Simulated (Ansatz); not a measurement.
LaGa$_{3}$Pd$_{2}$ in space group P6/mmm (No. 191; La on 1a, Ga on 3g, Pd on 2c), the program Ansatz at the r²SCAN level (PAW), all energies at zero smearing, with the estimated change up to a 700 eV cutoff added, with one set of potentials and settings (totals compare only within such a set). Cell of 6 atoms (1 La, 3 Ga, 2 Pd): -31612.044 eV.

| element | reference phase | E (eV/atom) |
|---|---|---|
| La | P6_3/mmc, 4 atoms in the cell | -6264.8722 |
| Ga | Cmce, 4 atoms in the cell | -3790.2722 |
| Pd | Fm-3m, 1 atoms in the cell | -6985.7628 |

Formation energy per atom, worked out: (-31612.044 − 1×(-6264.8722) − 3×(-3790.2722) − 2×(-6985.7628))/6 = -0.805 eV/atom (-78 kJ per mol of atoms), at 0 K, without zero-point energy or fitted corrections.

The workflow started from a Materials Project entry (that database holds measured and hypothetical structures alike); the Crystallography Open Database files this formula in space group No. 191, but the cells were not matched. Its standing as an ambient phase is unchecked. The cell was relaxed with r²SCAN under the symmetry of its start; whether a distortion lowers the energy is not shown. No spin polarisation was allowed. The references are the lowest solids computed at this level, not always the standard phases. Spin–orbit coupling is left out wherever it is not named.

Potentials: the earlier of the program's two PAW sets.
